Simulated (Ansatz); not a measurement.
An Ansatz input:

```yaml
crystal:
  lattice:
    - [0.0, 3.6329352854, 3.6329352854]
    - [3.6329352854, 0.0, 3.6329352854]
    - [3.6329352854, 3.6329352854, 0.0]
  atoms:
    - { symbol: Bi, position: [0.125, 0.125, 0.125] }
    - { symbol: Bi, position: [0.875, 0.875, 0.875] }
hamiltonian:
  xc: pbesol
  pseudopotentials:
    kind: paw
    azcp:
      Bi: "pseudopotentials/Bi.paw.azcp"
basis:
  ecutwfc: 420
  fft_grid_basis: typed
kpoints:
  mp_grid: { grid: [9, 9, 9], shift: [0, 0, 0] }
magnetization:
  spin_polarized: false
scf:
  occupations: { method: fermi_dirac, width: 0.1 }
  lower_state_search: "off"
output:
  stress: true
  write_density: true
  write_potential: true
  elf: true
  volumetric_format: npy
```

and its output:

```
Warning: the record states the generating functional pbe (its physics header spells it `PBE`), which answers neither for hamiltonian.xc's functional nor for the pbesol family's — results may be inconsistent (PPs are generated against a specific XC)
Engine: ansatz 0.2.0, aarch64-unknown-linux-gnu
Pseudopotentials: kind: paw
Pseudopotential: Bi, paw, valence charge 15, recommended cutoff 420 eV (normal) 
Functional definition: PBEsol
  exchange = pbesol_x
  correlation = pbesol_c
Crystal: 2 atoms, lattice volume = 95.897 Å³
Basis set: ecut = 420 eV, 1893 PW (Γ)
Bands: 19, of which v1, the nominal top of the filled ones, is band 15 counted from 1 (14 counted from 0)
Symmetry: 48 space group operations
Space group: Fd-3m (ITA 227), of the structure as read, at distance tolerance 4.6e-5 Å
k-points: 35 of 729
Non-local potential: Bi, projectors of the file, l = 0: 2, l = 1: 2, l = 2: 2, l = 3: 2
PAW form: soft (Blöchl's): semilocal exchange-correlation on the pseudo side does not see the compensation charge
PAW frozen core: Bi, regenerated for the run's functional, and the local potential with it (the file was generated under x = pbe(κ = 0.804, μ = 0.2195149727645171), c = pbe(β = 0.06672455060314922))
PAW one-centre angular grid: Bi, 590 points (default); XC on 64 Gauss nodes
Initial density: superposition of atomic densities (neutral atoms: chi_scale 0, normalization atom), corrected by the library's trained network
Initial wavefunctions: pseudopotential atomic-orbital guess
Functional: x = pbesol(κ = 0.804, μ = 0.12345679012345678), c = pbesol(β = 0.046)
SCF iter   1: F=—  HF=-24483.456540 eV  |F-HF|=—  |Δ(HF+E_count)|=         —  Δρ=1.24e-3  dr2=1.09e-3  ethr=1.77e-3  ⟨swp⟩=5.9  Hψ=3423  notcnv=0
SCF iter   2: F=—  HF=-24483.456016 eV  |F-HF|=—  |Δ(HF+E_count)|=   5.24e-4  Δρ=8.11e-4  dr2=5.28e-4  ethr=3.65e-6  ⟨swp⟩=2.2  Hψ=1475  notcnv=0
SCF iter   3: F=—  HF=-24483.456266 eV  |F-HF|=—  |Δ(HF+E_count)|=   2.50e-4  Δρ=3.90e-4  dr2=1.28e-4  ethr=1.76e-6  ⟨swp⟩=2.0  Hψ=1201  notcnv=0
SCF iter   4: F=—  HF=-24483.456226 eV  |F-HF|=—  |Δ(HF+E_count)|=   4.03e-5  Δρ=2.08e-4  dr2=4.48e-5  ethr=4.26e-7  ⟨swp⟩=2.1  Hψ=1197  notcnv=0
SCF iter   5: F=—  HF=-24483.456225 eV  |F-HF|=—  |Δ(HF+E_count)|=   1.52e-6  Δρ=8.66e-5  dr2=8.52e-6  ethr=1.49e-7  ⟨swp⟩=2.7  Hψ=1224  notcnv=0
SCF iter   6: F=—  HF=-24483.456223 eV  |F-HF|=—  |Δ(HF+E_count)|=   2.09e-6  Δρ=1.25e-5  dr2=1.72e-7  ethr=2.84e-8  ⟨swp⟩=2.0  Hψ=1195  notcnv=0
SCF iter   7: F=-24483.456223 eV  HF=-24483.456223 eV  |F-HF|=4.24e-8  |Δ(HF+E_count)|=   4.73e-7  Δρ=1.08e-5  dr2=9.15e-8  ethr=3.33e-10  ⟨swp⟩=11.5  Hψ=5423  notcnv=0
SCF 1 converged in 7 iterations: F = -24483.456223 eV  dr2 = 9.15e-8
SCF converged after 7 iterations
Free energy (F): -24483.456223 eV
Harris-Foulkes:  -24483.456223 eV  (|F-HF|=4.24e-8)
Internal energy: -24483.418342 eV  (E = F + TS)
E sigma→0 (E₀):  -24483.437283 eV
Entropy (-TS):   -0.037881 eV (-18.940 meV/atom)
Fermi energy:    5.887116 eV
--- Per-component energies (eV) ---
  E_band       = -328.583043
  E_kinetic    = 604.074482
  E_local      = -3785.960788  (includes V_loc(G=0)·N_el)
  E_nonlocal   = 1122.488152
  E_hartree    = 1295.546203
  E_xc         = -299.024366
  E_vxc        = -286.248257  (∫ρ·V_xc dr)
  E_paw        = -21018.696536  (= ΣΔE_a)
  E_vpaw       = -574.044269  (= ΣTr[D̂ρ^β])
  E_aug_tail   = -0.000927  (compensation charges beyond the density's cutoff)
  E_ewald      = -2402.024066
  E_core_change = 0.179504  (= ΣΔE_core)
  E_smearing   = -0.037881  (= −TS)
  E_closure    = 0.000000  (closes the sum)
  Σ components = -24483.456223   (vs F -24483.456223, Δ=0.00e0)
--- Stress (GPa, compression-positive) ---
       -1.208264      -0.000000      -0.000000
        0.000000      -1.208264       0.000000
        0.000000      -0.000000      -1.208264
  P = ⅓ Tr σ = -1.2083 GPa (-12.083 kbar)
--- Band table (eV; the first three rows and the last of 35) ---
  k-point 0: bands = ["-16.8072", "-16.8072", "-16.8072", "-16.7656", "-16.7656", "-16.6024", "-16.6024", "-16.5905", "-16.5905", "-16.5905", "-6.5049", "-1.9125", "4.6370", "4.6370", "4.6370", "6.8062", "6.8062", "6.8062", "9.1323"]
  k-point 1: bands = ["-16.8114", "-16.8114", "-16.8052", "-16.7597", "-16.7597", "-16.6114", "-16.6114", "-16.5930", "-16.5827", "-16.5827", "-6.4315", "-2.0890", "4.4925", "4.5068", "4.5068", "6.9237", "6.9885", "6.9885", "9.6393"]
  k-point 2: bands = ["-16.8188", "-16.8188", "-16.8000", "-16.7483", "-16.7483", "-16.6235", "-16.6235", "-16.5996", "-16.5735", "-16.5735", "-6.2227", "-2.5424", "4.1318", "4.2435", "4.2435", "7.3631", "7.3631", "7.4892", "10.5725"]
  k-point 34: bands = ["-16.8456", "-16.8421", "-16.7375", "-16.7075", "-16.6982", "-16.6768", "-16.6738", "-16.6519", "-16.5475", "-16.5441", "-4.9369", "-4.3872", "2.6679", "2.9585", "6.1538", "6.7421", "8.6833", "9.0150", "11.6475"]
```
